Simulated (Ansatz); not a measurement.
CdO:
```
CELL_PARAMETERS angstrom
      6.28845     0.00000     0.00000
      0.00000     6.28845     0.00000
      0.00000     0.00000     6.28845
ATOMIC_POSITIONS crystal
  Cd 0.25000 0.00000 0.50000
  Cd 0.50000 0.25000 0.00000
  Cd 0.50000 0.75000 0.00000
  Cd 0.75000 0.00000 0.50000
  Cd 0.00000 0.50000 0.75000
  Cd 0.00000 0.50000 0.25000
  O  0.25000 0.50000 0.00000
  O  0.00000 0.25000 0.50000
  O  0.00000 0.75000 0.50000
  O  0.75000 0.50000 0.00000
  O  0.50000 0.00000 0.75000
  O  0.50000 0.00000 0.25000
```

Relaxed with PBE. Special points in fractions of this cell's reciprocal vectors: Γ (0.000, 0.000, 0.000); X (0.000, 0.500, 0.000); M (0.500, 0.500, 0.000); R (0.500, 0.500, 0.500).

List the band energies nearest the valence-band maximum at these points for PBE with spin–orbit coupling (plane waves, PAW; program Ansatz).

In eV from the valence-band maximum; about four levels below and three above (degenerate sets whole), none deeper than 8.9 eV; points with the same levels are listed once.

```json
[
 {"k": "Γ", "below": "-0.02 -0.02 -0.02 -0.02 0.00 0.00", "above": "0.30 0.30 4.70 4.70 4.70 4.70"},
 {"k": "X", "below": "-0.18 -0.18 -0.18 -0.18", "above": "2.28 2.28 2.28 2.28"},
 {"k": "M", "below": "-0.54 -0.54 -0.25 -0.25", "above": "2.96 2.96 3.08 3.08"},
 {"k": "R", "below": "-0.69 -0.69 -0.69 -0.69 -0.69 -0.69 -0.69 -0.69", "above": "4.25 4.25 4.25 4.25 4.25 4.25 4.25 4.25"}
]
```

Space group Pm-3n. The start of the workflow was typed in or built on a structure type; neither database checked (COD, Materials Project) lists it. It is not the phase usual at ambient conditions (space group No. 225). The PBE relaxation kept the symmetry of its start; its stability against distortions is not shown here. The volume moved by 22 % from the start of the relaxation.

Potentials: the earlier of the program's two PAW sets.
